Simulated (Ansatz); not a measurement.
CsLiZnS2 in space group I-4m2 (No. 119; Cs on 2a, Li on 2d, Zn on 2c, S on 4e), the program Ansatz at the r²SCAN level (PAW). The conduction-band minimum lies at Γ, with 1 equivalent valley. Second derivatives d²E/dk² of the lowest band at one valley (eV·Å²), along Cartesian directions:

```json
[
 {"direction": "[100]", "d²E/dk²": "30.33"},
 {"direction": "[010]", "d²E/dk²": "30.33"},
 {"direction": "[001]", "d²E/dk²": "19.74"},
 {"direction": "[110]", "d²E/dk²": "30.35"},
 {"direction": "[101]", "d²E/dk²": "25.04"},
 {"direction": "[011]", "d²E/dk²": "25.04"}
]
```

Question: Find the principal effective masses, the density-of-states mass and the conductivity mass.

Answer: Off-diagonal terms follow from H_xy = H[110] − (H_xx + H_yy)/2, and m*/mₑ = 7.620 eV·Å² over each eigenvalue: 0.25, 0.25, 0.39. One valley's DOS mass (m₁m₂m₃)^(1/3) = 0.29, conductivity mass 3/(Σ 1/mᵢ) = 0.28 mₑ.

Question: What effective density of states Nc follows at 300 K for parabolic valleys?

Answer: Nc = 2.509e19 × 1 × (0.29)^(3/2) ≈ 3.9e18 cm⁻³.

The workflow started from a Materials Project entry (that database holds measured and hypothetical structures alike); the Crystallography Open Database copy checked does not list it. With Li and Zn taken as one species the cell has the higher symmetry I4/mmm, so it may be an ordered model of a mixed-site phase. Whether it is the stable phase at ambient conditions was not checked. The cell was relaxed with r²SCAN under the symmetry of its start; whether a distortion lowers the energy is not shown. Spin–orbit coupling is left out wherever it is not named.

Potentials: the later of the program's two PAW sets.

Edges and masses are those of Kohn–Sham bands, whose gap is no quasiparticle gap.
